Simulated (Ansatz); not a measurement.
An Ansatz (a first-principles code) input:

Ansatz 0.2 input:
```yaml
crystal:
  lattice:
    - [4.5711948194, 0.0, 0.0]
    - [0.0, 4.5707612345, 0.0]
    - [-2.432797389, 0.0, 4.9682269424]
  atoms:
    - { symbol: Si, position: [0.791485757, 0.6480612507, 0.0653542422] }
    - { symbol: Si, position: [0.208514243, 0.3519387493, 0.9346457578] }
    - { symbol: Si, position: [0.208514243, 0.1480612507, 0.4346457578] }
    - { symbol: Si, position: [0.791485757, 0.8519387493, 0.5653542422] }
    - { symbol: Rh, position: [0.3004734447, 0.6458608538, 0.6139339137] }
    - { symbol: Rh, position: [0.6995265553, 0.3541391462, 0.3860660863] }
    - { symbol: Rh, position: [0.6995265553, 0.1458608538, 0.8860660863] }
    - { symbol: Rh, position: [0.3004734447, 0.8541391462, 0.1139339137] }
kpoints:
  mp_grid: { grid: [7, 7, 6] }
  band_path:
    path:
      - [[0.0, 0.0, 0.0], [0.0, 0.5, 0.0], [0.0, 0.5, 0.5], [0.0, 0.0, 0.5], [0.0, 0.0, 0.0], [-0.5, 0.0, 0.5], [-0.5, 0.5, 0.5], [0.0, 0.5, 0.0], [-0.5, 0.5, 0.0], [-0.5, 0.0, 0.0], [0.0, 0.0, 0.0]]  # Γ-Z-D-B-Γ-A-E-Z-C_2-Y_2-Γ
    npoints: 7
basis: { xc_grid: 2 }
hamiltonian:
  xc: pbesol
  pseudopotentials: { azcp: { folder: ./paw }, kind: paw_fr }
magnetization: { noncollinear: true, spin_orbit: true }
scf:
  n_extra_bands: 16
  convergence: { dr2_threshold: 0.0000000001 }
  occupations: { method: gaussian, width: 0.05 }
output: { eigenvalues: true }
```

How many symmetry operations and irreducible k-points will the run report?

4 operations, 88 of 294 k-points.

With a cutoff of 420 eV, how many plane waves at Γ?

2021.

It took around 2.8 core-minutes (rough) on shared server cores.

Space group P2_1/c. The workflow started from a Materials Project entry (that database holds measured and hypothetical structures alike); the Crystallography Open Database files this formula in space group No. 14, but the cells were not matched. Whether it is the stable phase at ambient conditions was not checked. Symmetry was held in the PBEsol relaxation; of distortions, only those at the zone centre were tested. The run is not spin-polarised.

Potentials: the earlier of the program's two PAW sets.

Ansatz is a plane-wave DFT program.
